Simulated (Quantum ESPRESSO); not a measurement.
Space group Pm-3m (No. 221); a = b = c = 3.9999 Å, α = β = γ = 90.00°

| atom | site | symmetry | x | y | z |
|---|---|---|---|---|---|
| Br | 1b | m-3m | 0.5000 | 0.5000 | 0.5000 |
| Tl | 1a | m-3m | 0.0000 | 0.0000 | 0.0000 |

The geometry is that of Materials Project entry mp-22875, symmetrised and not relaxed again.

**Question.** What does PBEsol (Quantum ESPRESSO, PseudoDojo norm-conserving, 62 Ry, no spin-orbit coupling) give for the electronic structure near the Fermi level?

**Answer.** The PBEsol gap is direct, 1.78 eV at X. Spin-orbit coupling is left out; with 6p states at a band edge it can lower the gap by many tenths of an eV, most of a small gap.
